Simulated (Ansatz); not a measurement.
Crystals of one structure type (rock salt) and one family of elements, relaxed and computed with r²SCAN (plane waves, PAW; program Ansatz).

```json
[
 {"crystal": "NaF", "V (Å³/atom)": "12.12", "B₀ by P(V) fit (GPa)": "54.4"},
 {"crystal": "LiCl", "V (Å³/atom)": "16.70", "B₀ by P(V) fit (GPa)": "34.8"},
 {"crystal": "KF", "V (Å³/atom)": "18.80", "B₀ by P(V) fit (GPa)": "35.3"},
 {"crystal": "KCl", "V (Å³/atom)": "31.15", "B₀ by P(V) fit (GPa)": "19.1"},
 {"crystal": "NaI", "V (Å³/atom)": "33.71", "B₀ by P(V) fit (GPa)": "?"},
 {"crystal": "KBr", "V (Å³/atom)": "36.08", "B₀ by P(V) fit (GPa)": "15.9"},
 {"crystal": "KI", "V (Å³/atom)": "44.58", "B₀ by P(V) fit (GPa)": "12.4"}
]
```

Problem. Fit a straight line to ln B₀ against ln V and predict the withheld value.

Solution. Least squares on the 6 shown rows: ln B₀ = -1.12 × ln V + (6.783), with a scatter of 4 %. For NaI this gives 17.2. The run itself gave 17.2, within the scatter.

All cells were relaxed under the symmetry of their starts (and spin orders); stability against distortions was not tested throughout. Spin–orbit coupling is left out wherever it is not named.

Potentials: the later of the program's two PAW sets.
